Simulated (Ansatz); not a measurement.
The start is a relaxed MoS2 cell displaced along its unstable phonon at q = Γ (42i cm⁻¹), largest move 0.15 Å. The cell and all atomic positions are relaxed at zero pressure with PBE (plane waves to 420 eV, PAW, scalar-relativistic; Ansatz, a program for electronic structure). The first steps use a coarse 6×6×10 k-mesh.

Input geometry:
```
CELL_PARAMETERS angstrom
      5.87179     0.00000     0.00000
      0.00000     5.87179     0.00000
      0.00000     0.00000     3.23563
ATOMIC_POSITIONS crystal
  Mo 0.50000 0.50000 0.50000
  Mo 0.00000 0.00000 0.00000
  S  0.80516 0.76903 0.50000
  S  0.30516 0.73097 0.00000
  S  0.69484 0.26903 0.00000
  S  0.19484 0.23097 0.50000
```

### Question
How much energy is released per atom?

### Answer
0.06 eV/atom.

### Question
How does the volume change?

### Answer
-10.1 %, from 18.59 to 16.72 Å³/atom.

### Question
Does it find its way back to the structure it was made from?

### Answer
It does not go back: it reaches Pnnm (No. 58), AFLOW prototype AB2_oP6_58_a_g (as in Fe2C), 0.06 eV/atom below the parent.

### Question
What band gap does the relaxed structure have at this level?

### Answer
No gap (metallic).

### Question
What does it relax into? Give the structure.

### Answer

Space group Pnnm (No. 58); a = 5.268 Å, b = 6.023 Å, c = 3.161 Å, α = β = γ = 90.00°

| atom | site | symmetry | x | y | z |
|---|---|---|---|---|---|
| Mo | 2a | ..2/m | 0.0000 | 0.0000 | 0.0000 |
| S | 4g | ..m | 0.1939 | 0.6403 | 0.0000 |

Final values are on a 9×8×15 k-mesh of the relaxed cell. No spin polarisation in the result.

The run could not lose the symmetry of its start, so the end can be a saddle point.

The relaxed structure here is a generated cell of MoS2: the first start was made by placing the elements on the sites of a structure type, and the end was not matched to a known phase here, so it may be hypothetical. Known forms of MoS2 include space group No. 160, 194.
